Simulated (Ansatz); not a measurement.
**One relaxed cell of LuAsO4 at several levels**

A database entry relaxed whole under r2SCAN at zero pressure (I4_1/amd, No. 141):

```
CELL_PARAMETERS angstrom
-3.47826 3.47826 3.11607
3.47826 -3.47826 3.11607
3.47826 3.47826 -3.11607
ATOMIC_POSITIONS crystal
Lu 0.75000 0.25000 0.50000
Lu 0.00000 0.00000 0.00000
As 0.50000 0.50000 0.00000
As 0.25000 0.75000 0.50000
O 0.50568 0.32278 0.18290
O 0.07278 0.38988 0.31710
O 0.13988 0.32278 0.81710
O 0.07278 0.75568 0.68290
O 0.24432 0.92722 0.31710
O 0.67722 0.49432 0.81710
O 0.61012 0.92722 0.68290
O 0.67722 0.86012 0.18290
```

Its volume is 12.57 Å³ an atom, +0.3 % against the entry's 12.53, a cell as deposited in COD (1973).

Single points on this cell with plane-wave PAW DFT (Ansatz 0.2.0; r2SCAN 500 eV, hybrids 420 eV; fermi-dirac occupations of width 0.020 eV; no moments): r2SCAN on a 6×6×6 Γ-centred mesh; r2SCAN with spin-orbit coupling on a 4×4×4 Γ-centred mesh; HSE06 on a 4×4×4 Γ-centred mesh; PBE0 on a 4×4×4 Γ-centred mesh.

Q: What does each level give for gap and charges?

A: The runs give:

```json
{"level": "r2SCAN", "gap (eV), or kind": "4.72", "pressure (GPa)": "0.0", "Bader charge of Lu (e)": "+2.31", "Bader charge of As (e)": "+2.86", "Bader charge of O (e)": "-1.29"}
{"level": "r2SCAN with spin-orbit coupling", "gap (eV), or kind": "4.63", "pressure (GPa)": "-0.1", "Bader charge of Lu (e)": "+2.31", "Bader charge of As (e)": "+2.86", "Bader charge of O (e)": "-1.29"}
{"level": "HSE06", "gap (eV), or kind": "5.98", "pressure (GPa)": "0.2", "Bader charge of Lu (e)": "+2.33", "Bader charge of As (e)": "+2.90", "Bader charge of O (e)": "-1.31"}
{"level": "PBE0", "gap (eV), or kind": "6.74", "pressure (GPa)": "0.1", "Bader charge of Lu (e)": "+2.33", "Bader charge of As (e)": "+2.90", "Bader charge of O (e)": "-1.31"}
```

Under r2SCAN the gap is 4.72 eV, over mesh and band path. HSE06 moves it by +1.26 eV and PBE0 by +2.01 eV; PBE0 keeps its exact exchange at long range, which widens the gap over HSE06's by 0.75 eV on their common mesh. Spin-orbit coupling moves the r2SCAN gap by -0.09 eV. The charge on As goes from +2.86 to +2.90 e under HSE06.

Caveats: the relaxation kept the start's symmetry; HSE06 is read on its mesh and at the zone's corners, PBE0 on its mesh alone; hybrid pressures are good to a few tenths of a GPa; pressure is positive in compression.
